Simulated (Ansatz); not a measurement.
AlB2W2 (Cmmm), relaxed and computed with several functionals in Ansatz (plane waves, PAW).

| functional | a (Å) | c (Å) | V (Å³/atom) | ΔH_f (eV/atom) |
|---|---|---|---|---|
| PBE | ? | ? | ? | ? |
| PBEsol | 3.071 | 3.114 | 11.01 | -0.32 |
| r²SCAN | 3.077 | 3.122 | 11.08 | -0.30 |

Problem. Complete the blanks.

Solution. 
- PBE, a (Å): 3.090
- PBE, c (Å): 3.140
- PBE, V (Å³/atom): 11.24
- PBE, ΔH_f (eV/atom): -0.28

Typed or built starts, not in the databases checked: AlB2W2, Cmmm (Al on 2a, W on 4j, B on 4i). All cells were relaxed under the symmetry of their starts (and spin orders); stability against distortions was not tested throughout. Rows with no word on spin ran without spin polarisation. Spin–orbit coupling is left out wherever it is not named.

Potentials: the later of the program's two PAW sets.

Ansatz (a program for electronic structure) is a plane-wave DFT program.

Formation energies count from the lowest solids of the elements computed at the same level, not from gases.
